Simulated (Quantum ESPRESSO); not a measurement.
# Band energies of NaYS2

```xyz
4
Lattice="1.9682 1.1363 6.5828 -1.9682 1.1363 6.5828 0.0000 -2.2727 6.5828" Properties=species:S:1:pos:R:3 pbc="T T T"
Na     0.0000     0.0000     0.0000
S      0.0000     0.0000     4.7913
S      0.0000     0.0000    14.9572
Y      0.0000     0.0000     9.8742
```

PBEsol (Quantum ESPRESSO, PseudoDojo norm-conserving, 88 Ry, no spin-orbit coupling); path ΓLB1,BZΓX,QFP1Z,LP; energies in eV from the valence-band maximum.

```csv
k (1/Å),point,band 12,band 13,band 14,band 15,band 16,band 17,band 18,band 19
0.00,Γ,-1.66,-1.66,-0.16,0.00,0.00,3.44,3.44,3.89
0.47,,-2.13,-1.83,-1.54,-0.52,-0.38,3.01,4.41,4.44
0.94,L,-2.24,-1.93,-1.59,-1.15,-0.70,2.66,5.26,5.34
1.05,,-2.29,-1.91,-1.54,-1.17,-0.86,2.82,5.16,5.22
1.53,B1,-2.57,-2.19,-1.69,-1.29,-0.98,3.70,4.17,4.76
1.53,B,-2.57,-2.19,-1.69,-1.29,-0.98,3.70,4.17,4.76
1.98,,-2.48,-1.64,-1.28,-1.16,-0.47,3.26,3.40,5.19
2.42,,-1.95,-1.59,-1.24,-0.27,-0.16,3.45,3.53,3.79
2.53,Z,-1.60,-1.60,-1.59,-0.11,-0.11,3.48,3.48,3.69
3.01,Γ,-1.66,-1.66,-0.16,0.00,0.00,3.44,3.44,3.89
3.41,,-2.09,-1.73,-1.31,-0.59,-0.22,3.54,3.68,4.42
3.91,,-2.27,-2.10,-1.60,-1.34,-1.24,3.90,4.25,4.84
4.10,X,-2.41,-2.33,-1.64,-1.33,-1.02,3.73,4.44,4.50
4.10,Q,-2.41,-2.33,-1.64,-1.33,-1.02,3.73,4.44,4.50
4.20,,-2.34,-2.07,-1.71,-1.28,-0.89,3.33,4.57,4.60
4.60,F,-2.38,-1.49,-1.32,-0.89,-0.83,2.14,5.16,5.24
4.60,P1,-2.41,-1.51,-1.39,-0.93,-0.80,2.25,5.06,5.34
4.95,,-2.42,-1.48,-1.46,-0.69,-0.59,2.57,4.43,4.60
5.38,,-1.88,-1.60,-1.32,-0.21,-0.14,3.45,3.53,3.74
5.47,Z,-1.60,-1.60,-1.59,-0.11,-0.11,3.48,3.48,3.69
5.47,L,-2.24,-1.93,-1.59,-1.15,-0.70,2.66,5.26,5.34
5.79,P,-2.41,-1.51,-1.39,-0.93,-0.80,2.25,5.06,5.34
```

The PBEsol gap is indirect, 2.14 eV, from Γ to F; the smallest direct gap is 2.98 eV.

Geometry relaxed with PBEsol.
